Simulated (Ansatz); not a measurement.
# C (P6/mmm), frozen normal mode

All numbers below come from Ansatz 0.2.0, DFT LDA, scalar-relativistic, plane waves, PAW. Cutoff 420 eV, Γ-centred 12×12×10 k-points, Gaussian smearing of 0.15 eV. No spin polarisation. Energies are free energies at this smearing, counted from the undisturbed cell; pressure is positive in compression.

Zero of the scan (relaxed at this level; this form isn't the usual structure):

```
CELL_PARAMETERS angstrom
4.77496 0.00000 0.00000
-2.38748 4.13523 0.00000
0.00000 0.00000 4.13198
ATOMIC_POSITIONS crystal
C 0.66667 0.33333 0.18346
C 0.33333 0.66667 0.18346
C 0.66667 0.33333 0.81654
C 0.33333 0.66667 0.81654
C 0.50000 0.50000 0.33953
C 0.00000 0.50000 0.33953
C 0.50000 0.00000 0.33953
C 0.50000 0.50000 0.66047
C 0.50000 0.00000 0.66047
C 0.00000 0.50000 0.66047
```

A zone-centre mode of this cell is frozen in: each atom moves by x times its row below, so x is the largest displacement.
```
atom ux uy uz
  C1   0.000   0.000  0.000
  C2   0.000   0.000  0.000
  C3   0.000   0.000  0.000
  C4   0.000   0.000  0.000
  C5  -0.500  -0.866  0.000
  C6  -0.500   0.866  0.000
  C7   1.000   0.000  0.000
  C8  -0.500  -0.866  0.000
  C9   1.000   0.000  0.000
 C10  -0.500   0.866  0.000
```

**Question.** Over the sampled range (-0.2600 to 0.2275), is the undisturbed cell the lowest point?

**Answer.** No: the energy is lower at x (Å) = 0.1950, -99.1 in ΔE (meV/cell). The harmonic wavenumber of this mode is 213i cm⁻¹ (no LO–TO term).

**Question.** Does a gap open on the k-mesh along the scan?

**Answer.** Yes: there is none in the undisturbed cell, but one shows at x (Å) = -0.2600, 0.1625, 0.1950, 0.2275, at most 0.46 eV.

The scan:

```csv
x (Å),ΔE (meV/cell)
-0.2600,-22.3
-0.1300,-78.7
0.0000,0.0
0.0325,-6.3
0.0650,-24.6
0.0975,-51.3
0.1625,-97.6
0.1950,-99.1
0.2275,-75.9
```